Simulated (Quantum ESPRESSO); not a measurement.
MgGa₂SiP₄ (made-up cell) (calculated)

All values are calculated (Quantum ESPRESSO 7.5). Calculation on a made-up crystal cell, not a measurement: periodic Kohn-Sham density functional theory in plane waves with PseudoDojo standard norm-conserving scalar-relativistic pseudopotentials, each functional with its own files (v0.5 for PBE, v0.4.1 for LDA and PBEsol), no spin polarisation, no spin-orbit coupling, atoms not relaxed, stress positive in tension, energies less a fixed whole-eV offset for each atom's element; levels are Kohn-Sham levels at fractions of this cell's reciprocal vectors, counted from the reference band (half the neutral cell's valence electrons, rounded up) at Gamma; error bars cover cutoff and k-mesh only, not smearing or the files; added strain carries the atoms with the cell, and shear is the tensor component; each bar is the largest change over components, and at least 0.002 eV, 0.002 eV per angstrom or 0.02 GPa; energies are for the whole cell, and the offsets were chosen from early runs and are not element reference energies.

### MgGa₂SiP₄ (made-up cell)

```
MgGa2SiP4
1.0
      5.6594     0.0061    -0.0158
      0.0061     5.6189     0.0783
     -0.0158     0.0783     5.6387
Ga Mg Ga Si P
1 1 1 1 4
Direct
  -0.01052 0.01413 0.00336
  -0.00776 0.49939 0.48419
  0.50572 -0.01221 0.49824
  0.51170 0.49984 -0.00226
  0.24782 0.25019 0.23759
  0.24343 0.73691 0.73942
  0.75751 0.24560 0.74456
  0.75804 0.75880 0.22545
```

```
lattice type             : zincblende/diamond
functional               : pbe
cutoff                   : 1143 eV
fermi dirac smearing     : 0.025 eV
scf tolerance            : 1e-07 eV
electrons removed        : 0
k mesh                   : 4 x 4 x 4, shifted by half a step
free energy less offsets : -1.261 eV
smearing term minus ts   : 0 eV
scf iterations           : 11
pressure                 : -3.275 GPa
stress xx                : 4.019 GPa
stress yy                : 3.316 GPa
stress zz                : 2.49 GPa
stress yz                : 2.412 GPa
stress xz                : -0.3745 GPa
stress xy                : -0.3855 GPa
error bar energy         : 0.007737 eV
error bar stress         : 0.02 GPa
error bar force          : 0.002721 eV/Å
error bars from          : tighter rerun of a related cell
```

Atoms:
| atoms element | atom site | atom energy offset (eV) |
| --- | --- | --- |
| Ga | 1 | -2080 |
| Mg | 2 | -1617 |
| Ga | 3 | -2080 |
| Si | 4 | -115 |
| P | 5 | -189 |
| P | 6 | -189 |
| P | 7 | -189 |
| P | 8 | -189 |

Forces:
| site | x (eV/Å) | y (eV/Å) | z (eV/Å) |
| --- | --- | --- | --- |
| 1 | 1.148 | -0.2909 | -0.8518 |
| 2 | 0.354 | -0.07743 | -0.0371 |
| 3 | -0.3972 | 0.1365 | -0.07949 |
| 4 | -0.6555 | -0.04827 | -0.6805 |
| 5 | 1.29 | 0.06643 | -0.1854 |
| 6 | 1.069 | 0.4387 | 1.163 |
| 7 | -1.359 | 0.3682 | 0.4449 |
| 8 | -1.448 | -0.5933 | 0.226 |
